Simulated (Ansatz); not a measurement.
Input file for Ansatz (an electronic-structure program):

Ansatz 0.2 input:
```yaml
crystal:
  lattice:
    - [3.4754131028, 0.0, 0.0]
    - [0.0, 3.4754131028, 0.0]
    - [0.0, 0.0, 6.0667935752]
  atoms:
    - { symbol: Pt, position: [0.5, 0.0, 0.5] }
    - { symbol: Pt, position: [0.0, 0.5, 0.0] }
    - { symbol: S, position: [0.0, 0.0, 0.75] }
    - { symbol: S, position: [0.0, 0.0, 0.25] }
kpoints:
  mp_grid: { grid: [6, 6, 4] }
hamiltonian:
  xc: hse06
  pseudopotentials: { kind: paw }
scf:
  n_extra_bands: 6
  occupations: { method: fixed }
output:
  eigenvalues: true
  eigenstates:
    e_range: [-9.0, 8.8]
    kpoints:
      - [0.5, 0.5, 0.0]  # VBM
      - [0.5, 0.5, 0.0]  # CBM
      - [0.0, 0.0, 0.0]  # GAMMA
      - [0.0, 0.0, 0.5]  # Z
      - [0.5, 0.5, 0.0]  # M
      - [0.5, 0.5, 0.5]  # A
      - [0.0, 0.5, 0.5]  # R
      - [0.0, 0.5, 0.0]  # X
```

Output (shortened):

```
Pseudopotential: Pt, paw, valence charge 18
Pseudopotential: S, paw, valence charge 6
Functional definition: HSE06
davidson cushion auto → on  (no smearing: the cushion is to keep the highest requested band from converging to the state above it …
Crystal: 4 atoms, lattice volume = 73.278 Å³
Basis set: ecut = 420 eV, 1409 PW (Γ)
Bands: 30, of which v1, the nominal top of the filled ones, is band 24 counted from 1 (23 counted from 0)
Symmetry: 16 space group operations
Space group: P42/mmc (ITA 131), of the structure as read, at distance tolerance 4.2e-5 Å
k-points: 30 of 144
SCF iter   1: F=—  HF=-26851.853466 eV  |F-HF|=—  |Δ(HF+E_count)|=         —  Δρ=6.08e-3  dr2=2.88e-2  ethr=1.77e-3  ⟨swp⟩=8.4  Hψ=4032  notcnv=0
preconditioner: auto → none
SCF iter   2: F=—  HF=-26851.850452 eV  |F-HF|=—  |Δ(HF+E_count)|=   3.01e-3  Δρ=3.68e-3  dr2=1.46e-2  ethr=6.01e-5  ⟨swp⟩=3.6  Hψ=2789  notcnv=0  defer=1
iter 3 solved again at ethr=1.02e-6 eV; its pass at ethr=3.04e-5 eV (dr2=4.90e-4 eV) is discarded
SCF iter   3: F=—  HF=-26851.847213 eV  |F-HF|=—  |Δ(HF+E_count)|=   3.24e-3  Δρ=1.11e-3  dr2=4.93e-4  ethr=1.02e-6  ⟨swp⟩=3.0  Hψ=4367  notcnv=0
SCF iter   4: F=—  HF=-26851.847556 eV  |F-HF|=—  |Δ(HF+E_count)|=   3.44e-4  Δρ=3.55e-4  dr2=3.53e-5  ethr=1.02e-6  ⟨swp⟩=3.0  Hψ=2286  notcnv=0
SCF iter   5: F=-26851.847639 eV  HF=-26851.847638 eV  |F-HF|=1.07e-6  |Δ(HF+E_count)|=   8.16e-5  Δρ=3.54e-5  dr2=4.17e-7  ethr=7.34e-8  ⟨swp⟩=3.4  Hψ=2592  notcnv=0  defer=1
SCF 1 stopped early in 5 iterations: F = -26851.847639 eV  dr2 = 4.17e-7
Crystal: 4 atoms, lattice volume = 73.278 Å³
Exchange kernel: α = 0.2500, screened, ω = 0.2079 Å⁻¹, Wigner–Seitz truncation, v(0) = 1046.2225 eV·Å³, q-mesh 6×6×4, nearest image of the exchange supercell L …
Frozen-core exchange: fock
SCF iter   1: F=—  HF=-26857.842082 eV  |F-HF|=—  |Δ(HF+E_count)|=         —  Δρ=1.13e-2  dr2=8.41e-2  ethr=8.69e-9  ⟨swp⟩=8.7  Hψ=6051  notcnv=0
preconditioner: auto → none
SCF iter   2: F=—  HF=-26857.825355 eV  |F-HF|=—  |Δ(HF+E_count)|=   1.67e-2  Δρ=7.03e-3  dr2=3.68e-2  ethr=8.69e-9  ⟨swp⟩=7.0  Hψ=5408  notcnv=0
SCF iter   3: F=—  HF=-26857.817888 eV  |F-HF|=—  |Δ(HF+E_count)|=   7.47e-3  Δρ=3.15e-3  dr2=5.79e-3  ethr=8.69e-9  ⟨swp⟩=6.9  Hψ=4769  notcnv=0
SCF iter   4: F=—  HF=-26857.844955 eV  |F-HF|=—  |Δ(HF+E_count)|=   2.71e-2  Δρ=2.08e-3  dr2=1.26e-3  ethr=8.69e-9  ⟨swp⟩=6.5  Hψ=4609  notcnv=0
SCF iter   5: F=—  HF=-26857.844544 eV  |F-HF|=—  |Δ(HF+E_count)|=   4.11e-4  Δρ=2.43e-4  dr2=1.44e-4  ethr=8.69e-9  ⟨swp⟩=4.9  Hψ=3678  notcnv=0
SCF iter   6: F=—  HF=-26857.845392 eV  |F-HF|=—  |Δ(HF+E_count)|=   8.48e-4  Δρ=4.20e-4  dr2=4.90e-5  ethr=8.69e-9  ⟨swp⟩=5.1  Hψ=3585  notcnv=0  defer=1
SCF iter   7: F=-26857.845375 eV  HF=-26857.845375 eV  |F-HF|=1.34e-7  |Δ(HF+E_count)|=   1.66e-5  Δρ=4.82e-5  dr2=5.46e-6  ethr=8.69e-9  ⟨swp⟩=3.7  Hψ=2915  notcnv=0
SCF 2 stopped early in 7 iterations: F = -26857.845375 eV  dr2 = 5.46e-6
hybrid outer 1: dexx = +3.396e-2 eV, tail = 9.13e-5 eV
Crystal: 4 atoms, lattice volume = 73.278 Å³
Exchange kernel: α = 0.2500, screened, ω = 0.2079 Å⁻¹, Wigner–Seitz truncation, v(0) = 1046.2225 eV·Å³, q-mesh 6×6×4, nearest image of the exchange supercell L …
Frozen-core exchange: fock
SCF iter   1: F=—  HF=-26857.845325 eV  |F-HF|=—  |Δ(HF+E_count)|=         —  Δρ=1.51e-4  dr2=6.28e-6  ethr=9.51e-7  ⟨swp⟩=3.0  Hψ=2343  notcnv=0
preconditioner: auto → none
iter 2 solved again at ethr=2.75e-10 eV; its pass at ethr=9.18e-9 eV (dr2=1.32e-7 eV) is discarded
SCF iter   2: F=—  HF=-26857.845324 eV  |F-HF|=—  |Δ(HF+E_count)|=   1.65e-6  Δρ=3.41e-5  dr2=1.15e-6  ethr=2.75e-10  ⟨swp⟩=3.0  Hψ=4532  notcnv=0
SCF iter   3: F=—  HF=-26857.845329 eV  |F-HF|=—  |Δ(HF+E_count)|=   5.29e-6  Δρ=1.36e-5  dr2=1.05e-7  ethr=2.70e-10  ⟨swp⟩=4.4  Hψ=2982  notcnv=0  defer=2
SCF iter   4: F=-26857.845329 eV  HF=-26857.845329 eV  |F-HF|=4.37e-11  |Δ(HF+E_count)|=   2.31e-8  Δρ=8.81e-7  dr2=1.29e-8  ethr=1.19e-10  ⟨swp⟩=3.0  Hψ=2252  notcnv=0
SCF 3 converged in 4 iterations: F = -26857.845329 eV  dr2 = 1.29e-8
hybrid outer 2: dexx = +2.893e-6 eV, tail = 9.89e-8 eV, Δε = 3.70e-3 eV (about 1.12e-4 eV left of the loop's levels)
NSCF: frozen V_eff on 8 k-points
hybrid SCF converged: 2 outer / 11 inner (+5 warm-up), last move |dexx| = 2.89e-6 eV, tail = 9.89e-8 eV
Stability not checked (fock_operator)
Free energy (F): -26857.845327 eV
Frozen-core exchange: fock
Harris-Foulkes:  -26857.845327 eV  (|F-HF|=4.37e-11)
Internal energy: -26857.845327 eV  (E = F + TS)
E sigma→0 (E₀):  -26857.845327 eV
Fermi energy:    11.778629 eV
--- Per-component energies (eV) ---
  E_band       = -668.779841
  E_kinetic    = 1497.108110
  E_local      = -4823.265982  (includes V_loc(G=0)·N_el)
  E_nonlocal   = 458.380223
  E_hartree    = 1837.342052
  E_xc         = -574.126697
  E_vxc        = -621.279198  (∫ρ·V_xc dr)
  E_exx        = -151.253795  (= α·E_x^exact, valence–valence)
  E_paw        = -20109.165751  (= ΣΔE_a)
  E_vpaw       = -551.900326  (= ΣTr[D̂ρ^β])
  E_aug_tail   = 0.000381  (compensation charges beyond the density's cutoff)
  E_ewald      = -4988.621585
  E_core_change = -4.242283  (= ΣΔE_core)
  E_smearing   =  0.000000  (= −TS)
  E_closure    =  0.000000  (closes the sum)
  Σ components = -26857.845327   (vs F -26857.845327, Δ=0.00e0)
  [band-id]    e_kinetic+e_local+e_nonlocal+2·e_hartree+e_vxc+2·e_exx+e_vpaw+e_augmentation_tail = -668.780277   (vs E_band -668.779841, Δ=-4.36e-4)
--- Band table (eV; the first three rows and the last of 30) ---
  k-point 0: bands = ["-90.2442", "-90.2440", "-43.5051", "-43.5051", "-43.4118", "-43.4058", "-42.6699", "-42.6699", "-4.9515", "-2.4893", "2.2749", "5.1778", "5.1778", "6.9923", "8.0089", "8.4882", "9.0882", "9.0882", "9.3097", "9.3342", "9.3342", "9.6381", …
  k-point 1: bands = ["-90.2442", "-90.2441", "-43.5052", "-43.5052", "-43.4109", "-43.4067", "-42.6698", "-42.6698", "-4.7053", "-3.0543", "3.1706", "5.2272", "5.2272", "6.5211", "8.1455", "8.1930", "8.1930", "8.3881", "9.3563", "9.5883", "9.6021", …
  k-point 2: bands = ["-90.2441", "-90.2441", "-43.5053", "-43.5053", "-43.4087", "-43.4087", "-42.6698", "-42.6698", "-4.0090", "-4.0090", "4.9811", "4.9811", "5.2821", "5.2821", "7.8081", "7.8081", "8.3539", "8.3539", "9.4707", "9.4707", "9.5328", "9.5328", …
  k-point 29: bands = ["-90.2437", "-90.2437", "-43.5276", "-43.5276", "-43.4043", "-43.4043", "-42.6862", "-42.6862", "-2.9188", "-2.9188", "4.9375", "4.9375", "5.6825", "5.6825", "5.8310", "5.8310", "8.5055", "8.5055", "9.0061", "9.0061", "10.6754", …
```

Cost: about 5 core-minutes (a rough figure) on shared cores.

The points marked VBM and CBM come from a semilocal run.

Space group P4_2/mmc. The first step of the workflow began from a Materials Project structure, measured or hypothetical; the Crystallography Open Database files this formula in space group No. 131, but the cells were not matched. Whether it is the stable phase at ambient conditions was not checked. Symmetry was held in the PBEsol relaxation; whether a distortion lowers the energy is not shown. The run is not spin-polarised. Scalar-relativistic: spin–orbit coupling is off unless named, which matters more the heavier the elements.

Potentials: the later of the program's two PAW sets.

Ansatz is a plane-wave DFT program.
